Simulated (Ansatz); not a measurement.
# BaSr$_{3}$Ti$_{4}$O$_{12}$: the gap against volume

BaSr$_{3}$Ti$_{4}$O$_{12}$, P4/mmm, a = 3.929 Å, c = 15.716 Å. The structure is a Materials Project entry; whether it is the stable form wasn't checked. Ansatz: r2SCAN, PAW, 500 eV, Γ-centred 8×8×2 mesh on 20 atoms, Gaussian smearing 0.02 eV; no spin polarisation. Shape and atoms are relaxed at each volume; x = ln(V/V0) with V0 = 12.131 Å³/atom. The gap is read at the mesh points alone.

```
      x gap y (eV)
-0.1278       2.476
-0.0943       2.415
-0.0619       2.354
-0.0305       2.287
 0.0000       2.225
 0.0296           ?
 0.0583       2.096
 0.0953       2.009
```

Problem. Fit a straight line to the other rows, give the volume deformation potential of the gap and its pressure coefficient, and predict the missing gap. B0 = 186.5 GPa.

Solution. Means x = -0.02299, y = 2.2660; Σ(Δx)² = 0.03877, ΣΔxΔy = -0.08138; the slope is their ratio. y = 2.2178 − 2.0990 x. The slope is the deformation potential a = dE_g/d ln V = -2.10 eV, and dE_g/dP = −a/B0 = 11.3 meV/GPa. At x = 0.0296 the fit asked for gives 2.156 eV. The run gave 2.163 eV, so the fit is 0.007 eV too low, within twice the rms miss on the fitted rows (0.007 eV).

Spin-orbit coupling is left out, which matters for the bands of heavy elements. Semilocal functionals give gaps under the measured ones; changes of the gap mostly carry over better.

Cost: 8 runs of about 110 core-minutes in all, on Intel Xeon Processor @ 2.50GHz (Skylake/Cascade Lake) (shared hosts).